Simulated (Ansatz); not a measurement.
Start of a relaxation of Sb₅O:

```yaml
crystal:
  lattice:
    - [5.76451, 0.00000, 0.00000]
    - [-2.88225, 4.99221, 0.00000]
    - [0.00000, 0.00000, 5.37632]
  atoms:
    - { symbol: Sb, position: [0.65997, 0.00000, 0.50000] }
    - { symbol: Sb, position: [0.66667, 0.33333, 0.00000] }
    - { symbol: Sb, position: [0.34003, 0.34003, 0.50000] }
    - { symbol: Sb, position: [0.00000, 0.65997, 0.50000] }
    - { symbol: Sb, position: [0.33333, 0.66667, 0.00000] }
    - { symbol: O, position: [0.00000, 0.00000, 0.00000] }
```

Level of theory: DFT PBE, scalar-relativistic, plane waves, PAW (Ansatz 0.2.0). Cutoff 420 eV, Gaussian smearing, Γ-centred meshes. Cell and atoms relax first on a coarse mesh and then on a finer one. In between, the cell is made exact in the group found at 0.06 Å. In metals the finer mesh still leaves noise of several meV/atom or more. The steps can't lower the symmetry of their start. No spin polarisation.

A guess keeps its type if space group and coordination stay and the shape of the cell changes little (axis ratios within about 15 %, angles within 6°); the volume may change.

**Question.** Does it keep its structure type, or change into something else?

**Answer.** It doesn't keep its type. The symmetry stays P-62m (No. 189). The volume per atom shrinks by 3.5 %, from 25.8 to 24.9 Å³. The shortest distance goes from 3.29 Å (Sb–Sb) to 2.64 Å (Sb–O). The ratio c/a of the conventional cell changes by a factor of 0.62. Counting neighbours within 15 % of an atom's shortest distance, the start has O 12, Sb 12 and the end O 6, Sb 2/6. In detail, at the end Sb on a site of symmetry m2m has 2 O at 2.64 Å and 6 Sb at 3.09–3.14 Å; Sb on a site of symmetry -6 is surrounded by 6 Sb at 3.14 Å; O is surrounded by 6 Sb at 2.64 Å.

```
CELL_PARAMETERS angstrom
6.66285 0.00000 0.00000
-3.33142 5.77020 0.00000
0.00000 0.00000 3.88268
ATOMIC_POSITIONS crystal
Sb 0.73237 0.00000 0.50000
Sb 0.66667 0.33333 0.00000
Sb 0.26763 0.26763 0.50000
Sb 0.00000 0.73237 0.50000
Sb 0.33333 0.66667 0.00000
O 0.00000 0.00000 0.00000
```

The last run used a 6×6×10 mesh (in the run's order of axes) for its 6-atom cell and Gaussian smearing of 0.10 eV. These runs have no spin–orbit coupling, which can matter for Sb. The cell is a metal run without spin; a magnetic state may lie lower. A structure relaxed within its symmetry needn't be a true minimum.

In counts of neighbours, a slash parts the counts of unlike sites.
